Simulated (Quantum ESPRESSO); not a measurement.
## SiMgInGaP4 (one run as intended and one with a planted mistake)

A calculation, not a measurement. The program is pw.x of Quantum ESPRESSO 7.5 (plane-wave density functional theory). The cell is made up: 8 atoms on a zincblende/diamond lattice, with randomly drawn elements, strain and displacements, not relaxed. PseudoDojo standard norm-conserving files (v0.5 for PBE, v0.4.1 for LDA and PBEsol) set the functional; there is no spin polarisation, spin-orbit coupling or dispersion term, and the masses in the input are unused placeholders.

Intended input:

```
&control calculation='scf', pseudo_dir='./dojo.nc.sr.pbe.v0_5.standard.upf', outdir='./o', disk_io='low', tprnfor=.true., tstress=.true. /
&system ibrav=0, nat=8, ntyp=5, nbnd=36, ecutwfc=84.00895049, nosym=.true., tot_charge=0,
 occupations='smearing', smearing='fd', degauss=0.0018374661
/
&electrons conv_thr=7.350e-09, electron_maxstep=60, /
ATOMIC_SPECIES
Ga 1.0 Ga.upf
In 1.0 In.upf
Mg 1.0 Mg.upf
P 1.0 P.upf
Si 1.0 Si.upf
CELL_PARAMETERS angstrom
5.6099 -0.0133 -0.0658
-0.0133 5.5032 0.0146
-0.0658 0.0146 5.3907
ATOMIC_POSITIONS angstrom
Si 0.0642 0.0338 0.0304
Mg -0.0203 2.7873 2.7287
In 2.7623 0.0577 2.7329
Ga 2.7691 2.8032 -0.0491
P 1.3518 1.4182 1.1937
P 1.3856 4.1073 4.0597
P 4.1656 1.3512 3.959
P 4.2606 4.0489 1.29
K_POINTS automatic
4 4 4 1 1 1
```

The log is shortened where brackets say so; the opening notice, blank lines, dates and the lines on written files are dropped, and the path of the files is cut. It prints rydbergs, bohrs and kilobars, and counts compression as positive stress.

Log of the intended run:

```
     Program PWSCF v.7.5
     Parallel version (MPI & OpenMP), running on       4 processor cores
     Number of MPI processes:                 4
     Threads/MPI process:                     1
     [start-up lines left out]
     bravais-lattice index     =            0
     lattice parameter (alat)  =      10.6019  a.u.
     unit-cell volume          =    1122.9087 (a.u.)^3
     number of atoms/cell      =            8
     number of atomic types    =            5
     number of electrons       =        60.00
     number of Kohn-Sham states=           36
     kinetic-energy cutoff     =      84.0090  Ry
     charge density cutoff     =     336.0358  Ry
     scf convergence threshold =      7.3E-09
     mixing beta               =       0.7000
     number of iterations used =            8  plain     mixing
     Exchange-correlation= PBE
                           (   1   4   3   4   0   0   0)
     [axes and pseudopotential details left out]
   Cartesian axes
     site n.     atom                  positions (alat units)
         1        Si     tau(   1) = (   0.0114432   0.0060246   0.0054186  )
         2        Mg     tau(   2) = (  -0.0036183   0.4968182   0.4863731  )
         3        In     tau(   3) = (   0.4923621   0.0102847   0.4871218  )
         4        Ga     tau(   4) = (   0.4935742   0.4996523  -0.0087518  )
         5        P      tau(   5) = (   0.2409496   0.2527850   0.2127693  )
         6        P      tau(   6) = (   0.2469742   0.7320997   0.7236153  )
         7        P      tau(   7) = (   0.7424913   0.2408427   0.7056662  )
         8        P      tau(   8) = (   0.7594244   0.7216903   0.2299342  )
     number of k points=    32  Fermi-Dirac smearing, width (Ry)=  0.0018
                       cart. coord. in units 2pi/alat
        k(    1) = (   0.1268510   0.1273910   0.1312955), wk =   0.0625000
        k(    2) = (   0.1299016   0.1267080   0.3915189), wk =   0.0625000
     [further k points left out]
     Dense  grid:   116813 G-vectors     FFT dimensions: (  64,  64,  60)
     Estimated max dynamical RAM per process >     221.50 MB
     Estimated total dynamical RAM >     800.43 MB
     Initial potential from superposition of free atoms
     starting charge      59.9915, renormalised to      60.0000
     Starting wfcs are   43 randomized atomic wfcs
     total cpu time spent up to now is        4.1 secs
     per-process dynamical memory:   163.7 Mb
     Self-consistent Calculation
     iteration #  1     ecut=    84.01 Ry     beta= 0.70
     Davidson diagonalization with overlap
     ethr =  1.00E-02,  avg # of iterations =  4.4
     Threshold (ethr) on eigenvalues was too large:
     Diagonalizing with lowered threshold
     Davidson diagonalization with overlap
     ethr =  6.30E-04,  avg # of iterations =  1.5
     total cpu time spent up to now is       15.8 secs
     total energy              =    -468.49292299 Ry
     estimated scf accuracy    <       0.38449650 Ry
     iteration #  2     ecut=    84.01 Ry     beta= 0.70
     Davidson diagonalization with overlap
     ethr =  6.41E-04,  avg # of iterations =  2.1
     total cpu time spent up to now is       22.0 secs
     total energy              =    -468.58096007 Ry
     estimated scf accuracy    <       0.09838781 Ry
     [iterations 3 to 9 left out]
     iteration # 10     ecut=    84.01 Ry     beta= 0.70
     Davidson diagonalization with overlap
     ethr =  4.20E-11,  avg # of iterations =  3.2
     total cpu time spent up to now is       74.7 secs
     total energy              =    -468.60304868 Ry
     estimated scf accuracy    <          7.4E-09 Ry
     iteration # 11     ecut=    84.01 Ry     beta= 0.70
     Davidson diagonalization with overlap
     ethr =  1.24E-11,  avg # of iterations =  2.1
     total cpu time spent up to now is       80.5 secs
     End of self-consistent calculation
     [lines on levels left out]
!    total energy              =    -468.60304868 Ry
     estimated scf accuracy    <          3.9E-10 Ry
     smearing contrib. (-TS)   =      -0.00000000 Ry
     internal energy E=F+TS    =    -468.60304868 Ry
     The total energy is F=E-TS. E is the sum of the following terms:
     one-electron contribution =    -237.06075798 Ry
     hartree contribution      =     149.00829010 Ry
     xc contribution           =    -117.65720498 Ry
     ewald contribution        =    -262.89337582 Ry
     convergence has been achieved in  11 iterations
     Forces acting on atoms (cartesian axes, Ry/au):
     atom    1 type  5   force =    -0.03494275   -0.03478120   -0.03099925
     atom    2 type  3   force =     0.01443285   -0.03552937   -0.00026162
     atom    3 type  2   force =    -0.02180272   -0.04899932   -0.08562086
     atom    4 type  1   force =     0.04581135   -0.02694861    0.00288487
     atom    5 type  4   force =    -0.00779826   -0.00153777    0.00534889
     atom    6 type  4   force =    -0.05921873    0.03537443    0.04767806
     atom    7 type  4   force =     0.07462847    0.04895535    0.11037536
     atom    8 type  4   force =    -0.01111021    0.06346648   -0.04940544
     Total force =     0.227524     Total SCF correction =     0.000052
     Computing stress (Cartesian axis) and pressure
          total   stress  (Ry/bohr**3)                   (kbar)     P=       76.68
   0.00042282   0.00025526   0.00032650           62.20       37.55       48.03
   0.00025526   0.00050868  -0.00003515           37.55       74.83       -5.17
   0.00032650  -0.00003515   0.00063221           48.03       -5.17       93.00
     init_run     :      3.77s CPU      3.95s WALL (       1 calls)
     electrons    :     75.20s CPU     76.49s WALL (       1 calls)
     forces       :      1.13s CPU      1.18s WALL (       1 calls)
     stress       :      3.54s CPU      3.59s WALL (       1 calls)
     [timing details left out]
     PWSCF        :   1m23.82s CPU   1m25.46s WALL
     JOB DONE.
```

A second run has one planted mistake: the cell and the positions are scaled by a wrong factor. The input lines that differ, file-writing options aside:

```
- 5.6099 -0.0133 -0.0658
+ 5.6537 -0.0134 -0.0663
- -0.0133 5.5032 0.0146
+ -0.0134 5.5461 0.0147
- -0.0658 0.0146 5.3907
+ -0.0663 0.0147 5.4327
- Si 0.0642 0.0338 0.0304
+ Si 0.0647 0.0341 0.0306
- Mg -0.0203 2.7873 2.7287
+ Mg -0.0205 2.809 2.75
- In 2.7623 0.0577 2.7329
+ In 2.7838 0.0582 2.7542
- Ga 2.7691 2.8032 -0.0491
+ Ga 2.7907 2.8251 -0.0495
- P 1.3518 1.4182 1.1937
+ P 1.3623 1.4293 1.203
- P 1.3856 4.1073 4.0597
+ P 1.3964 4.1393 4.0914
- P 4.1656 1.3512 3.959
+ P 4.1981 1.3617 3.9899
- P 4.2606 4.0489 1.29
+ P 4.2938 4.0805 1.3001
```

Its log:

```
     Program PWSCF v.7.5
     Parallel version (MPI & OpenMP), running on       4 processor cores
     Number of MPI processes:                 4
     Threads/MPI process:                     1
     [start-up lines left out]
     bravais-lattice index     =            0
     lattice parameter (alat)  =      10.6847  a.u.
     unit-cell volume          =    1149.3838 (a.u.)^3
     number of atoms/cell      =            8
     number of atomic types    =            5
     number of electrons       =        60.00
     number of Kohn-Sham states=           36
     kinetic-energy cutoff     =      84.0090  Ry
     charge density cutoff     =     336.0358  Ry
     scf convergence threshold =      7.3E-09
     mixing beta               =       0.7000
     number of iterations used =            8  plain     mixing
     Exchange-correlation= PBE
                           (   1   4   3   4   0   0   0)
     [axes and pseudopotential details left out]
   Cartesian axes
     site n.     atom                  positions (alat units)
         1        Si     tau(   1) = (   0.0114430   0.0060310   0.0054120  )
         2        Mg     tau(   2) = (  -0.0036257   0.4968072   0.4863723  )
         3        In     tau(   3) = (   0.4923503   0.0102934   0.4871151  )
         4        Ga     tau(   4) = (   0.4935706   0.4996547  -0.0087547  )
         5        P      tau(   5) = (   0.2409400   0.2527898   0.2127658  )
         6        P      tau(   6) = (   0.2469710   0.7320876   0.7236159  )
         7        P      tau(   7) = (   0.7424871   0.2408339   0.7056643  )
         8        P      tau(   8) = (   0.7594129   0.7216881   0.2299391  )
     number of k points=    32  Fermi-Dirac smearing, width (Ry)=  0.0018
                       cart. coord. in units 2pi/alat
        k(    1) = (   0.1268506   0.1273927   0.1312976), wk =   0.0625000
        k(    2) = (   0.1299006   0.1267104   0.3915252), wk =   0.0625000
     [further k points left out]
     Dense  grid:   119575 G-vectors     FFT dimensions: (  64,  64,  60)
     Estimated max dynamical RAM per process >     226.14 MB
     Estimated total dynamical RAM >     816.99 MB
     Initial potential from superposition of free atoms
     starting charge      59.9915, renormalised to      60.0000
     Starting wfcs are   43 randomized atomic wfcs
     total cpu time spent up to now is        4.2 secs
     per-process dynamical memory:   158.5 Mb
     Self-consistent Calculation
     iteration #  1     ecut=    84.01 Ry     beta= 0.70
     Davidson diagonalization with overlap
     ethr =  1.00E-02,  avg # of iterations =  4.2
     Threshold (ethr) on eigenvalues was too large:
     Diagonalizing with lowered threshold
     Davidson diagonalization with overlap
     ethr =  6.24E-04,  avg # of iterations =  1.6
     total cpu time spent up to now is       16.0 secs
     total energy              =    -468.50442281 Ry
     estimated scf accuracy    <       0.38026691 Ry
     iteration #  2     ecut=    84.01 Ry     beta= 0.70
     Davidson diagonalization with overlap
     ethr =  6.34E-04,  avg # of iterations =  2.2
     total cpu time spent up to now is       22.3 secs
     total energy              =    -468.59150042 Ry
     estimated scf accuracy    <       0.10416446 Ry
     [iterations 3 to 9 left out]
     iteration # 10     ecut=    84.01 Ry     beta= 0.70
     Davidson diagonalization with overlap
     ethr =  4.38E-11,  avg # of iterations =  3.6
     total cpu time spent up to now is       77.8 secs
     total energy              =    -468.61486733 Ry
     estimated scf accuracy    <          8.6E-09 Ry
     iteration # 11     ecut=    84.01 Ry     beta= 0.70
     Davidson diagonalization with overlap
     ethr =  1.44E-11,  avg # of iterations =  2.0
     total cpu time spent up to now is       83.3 secs
     End of self-consistent calculation
     [lines on levels left out]
!    total energy              =    -468.61486733 Ry
     estimated scf accuracy    <          3.8E-10 Ry
     smearing contrib. (-TS)   =      -0.00000000 Ry
     internal energy E=F+TS    =    -468.61486733 Ry
     The total energy is F=E-TS. E is the sum of the following terms:
     one-electron contribution =    -240.20001797 Ry
     hartree contribution      =     150.00648934 Ry
     xc contribution           =    -117.56212575 Ry
     ewald contribution        =    -260.85921294 Ry
     convergence has been achieved in  11 iterations
     Forces acting on atoms (cartesian axes, Ry/au):
     atom    1 type  5   force =    -0.03275408   -0.03226563   -0.02908543
     atom    2 type  3   force =     0.01323779   -0.03347994   -0.00070378
     atom    3 type  2   force =    -0.02000927   -0.04650698   -0.08042235
     atom    4 type  1   force =     0.04302686   -0.02497749    0.00253783
     atom    5 type  4   force =    -0.00760285   -0.00336551    0.00473729
     atom    6 type  4   force =    -0.05514490    0.03425575    0.04558127
     atom    7 type  4   force =     0.07028416    0.04527053    0.10461972
     atom    8 type  4   force =    -0.01103770    0.06106927   -0.04726454
     Total force =     0.214878     Total SCF correction =     0.000052
     Computing stress (Cartesian axis) and pressure
          total   stress  (Ry/bohr**3)                   (kbar)     P=       54.82
   0.00027452   0.00022959   0.00029645           40.38       33.77       43.61
   0.00022959   0.00036019  -0.00003092           33.77       52.99       -4.55
   0.00029645  -0.00003092   0.00048320           43.61       -4.55       71.08
     init_run     :      3.65s CPU      3.92s WALL (       1 calls)
     electrons    :     78.38s CPU     79.19s WALL (       1 calls)
     forces       :      1.03s CPU      1.05s WALL (       1 calls)
     stress       :      3.86s CPU      3.88s WALL (       1 calls)
     [timing details left out]
     PWSCF        :   1m27.20s CPU   1m28.39s WALL
     JOB DONE.
```

|  | intended run | run with the mistake |
| --- | --- | --- |
| free energy (eV) | -6375.669 | -6375.830 |
| smearing term -TS (eV) | 0.0000 | 0.0000 |
| pressure (GPa) | 7.67 | 5.48 |
| largest force component (eV/Å) | 2.838 | 2.690 |
| largest change of a force component (eV/Å) |  | 0.148 |
| iterations | 11 | 11 |

For scale, a rerun of the intended cell at 1437 eV and a 6 x 6 x 6 mesh moved values by no more than 0.008 eV in energy, 0.02 GPa in stress and 0.004 eV/Å in force.